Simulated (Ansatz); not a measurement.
The start is a generated cell, NbP built in the CrB structure type. The structure is fully relaxed (lattice and positions, P = 0) with PBEsol (plane waves to 420 eV, PAW, scalar-relativistic; Ansatz, a quantum-chemistry and plane-wave program). The first steps use a coarse 7×7×6 k-mesh.

Input geometry:
```
CELL_PARAMETERS angstrom
      1.87103    -4.94427     0.00000
      1.87103     4.94427     0.00000
      0.00000     0.00000     3.68728
ATOMIC_POSITIONS crystal
  P  0.56400 0.43600 0.75000
  P  0.43600 0.56400 0.25000
  Nb 0.85475 0.14525 0.75000
  Nb 0.14525 0.85475 0.25000
```

**Question.** What pressure does the first self-consistent step give?

**Answer.** -21 GPa (negative: the cell is under tension).

**Question.** What is the largest force in the starting geometry, and on which atom (counted from 1)?

**Answer.** About 2.4 eV/Å, on P1, P2 (atoms numbered as listed).

**Question.** By how much does the energy per atom fall from start to end?

**Answer.** 0.71 eV/atom.

**Question.** How does the volume change?

**Answer.** -12.5 %, from 17.06 to 14.92 Å³/atom.

**Question.** How do the shortest distances between atoms change?

**Answer.** The closest pairs of elements (up to four, under 3.6 Å), start → end: P–P 2.24 → 2.68 Å; Nb–P 2.75 → 2.48 Å; Nb–Nb 3.35 → 3.12 Å.

**Question.** Is the relaxed structure metallic? Give its gap.

**Answer.** Zero (metallic).

**Question.** What does it relax into? Give the structure.

**Answer.** 
```cif
data_Nb4P4
_chemical_formula_sum 'P4 Nb4'
_space_group_name_H-M_alt 'Cmcm'
_space_group_IT_number 63
_space_group_name_Hall '-C 2c 2'
_cell_length_a 3.15742
_cell_length_b 8.85300
_cell_length_c 4.27032
_cell_angle_alpha 90.000
_cell_angle_beta 90.000
_cell_angle_gamma 90.000
loop_
_atom_site_label
_atom_site_type_symbol
_atom_site_symmetry_multiplicity
_atom_site_Wyckoff_symbol
_atom_site_fract_x
_atom_site_fract_y
_atom_site_fract_z
_atom_site_occupancy
P1 P 4 c 0.00000 0.40859 0.25000 1
Nb1 Nb 4 c 0.00000 0.12865 0.25000 1
```
(The calculation used a cell of 4 atoms; values per cell refer to that cell.)

The space group stays Cmcm (No. 63) (the run could not lower it), with 4 atoms in the primitive cell. Final values are on a 16×16×11 k-mesh of the relaxed cell. No spin polarisation in the result.

The run could not lose the symmetry of its start; a randomly shaken copy of 8 atoms returns to this structure.

The relaxed structure here is a generated cell of NbP: the first start was made by placing the elements on the sites of a structure type, and the end was not matched to a known phase here, so it may be hypothetical.
